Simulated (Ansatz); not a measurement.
The cell below belongs to a search over invented structures; it isn't taken from experiment.

Input and command of a plane-wave DFT calculation in Ansatz:

```yaml
crystal:
  lattice:
    - [3.6693088234, 0.0646941594, 0.0386140054]
    - [-1.7786276261, 3.1689136003, -0.0283520932]
    - [0.3385751297, -0.0915782807, 31.1776207566]
  atoms:
    - { symbol: Si, position: [0.0224448724, 0.0530854061, 0.957829343] }
    - { symbol: Si, position: [1.0735656958, 0.0340350802, 0.036478749] }
    - { symbol: Si, position: [0.6973246655, 0.3467644827, 0.230241908] }
    - { symbol: Si, position: [0.6203950154, 0.3127284408, 0.2983699446] }
    - { symbol: Si, position: [0.3726420218, 0.6831413284, 0.4081492454] }
    - { symbol: Si, position: [0.3178499972, 0.6726422645, 0.3288819446] }
    - { symbol: Si, position: [0.6063751528, 0.2582101113, 0.5961996093] }
    - { symbol: Si, position: [0.6578312722, 0.370483534, 0.6698849398] }
    - { symbol: Si, position: [0.3180357429, 0.649738967, 0.7729830331] }
    - { symbol: Si, position: [0.3715382149, 0.7167846927, 0.6993634378] }
    - { symbol: P, position: [0.643199922, 0.2888896344, 0.9315907625] }
    - { symbol: P, position: [0.3884278637, 0.6928927711, 0.0745810945] }
    - { symbol: P, position: [-0.0115874852, -0.0037203233, 0.1928632102] }
    - { symbol: P, position: [0.5700119737, 0.289020325, 0.4376963174] }
    - { symbol: P, position: [0.3232452829, 0.6756706967, 0.5621473006] }
    - { symbol: P, position: [1.0286997919, -0.0403674117, 0.8027391604] }
basis:
  ecutwfc: 420
kpoints:
  mp_grid: { grid: [6, 6, 1] }
hamiltonian:
  xc: pbe
scf:
  occupations: { method: gaussian, width: 0.1 }
  lower_state_search: "off"
output:
  forces: true
  stress: true
  eigenvalues: true
relax:
  adjacent_minimum: "off"
  f_tol: 0.025
  max_steps: 60
  cell: { stress_tol: 0.25 }
```

```bash
ansatz run input.yaml --threads 1 --pin off --max-ram 2560MiB --backend cpu --events-out ev --progress --plain --runs-dir out
```

Processor: Intel(R) Xeon(R) Processor @ 2.50GHz (Skylake/Cascade Lake), 1 thread, on a host shared with other jobs.

Estimate time, memory and problem size.

About 5.8 min, peak memory 0.67 GiB. It solves 51 bands at 20 k points (after reduction by symmetry) with about 6929 plane waves (on the last cell), in 41 SCF iterations over 5 ionic steps.
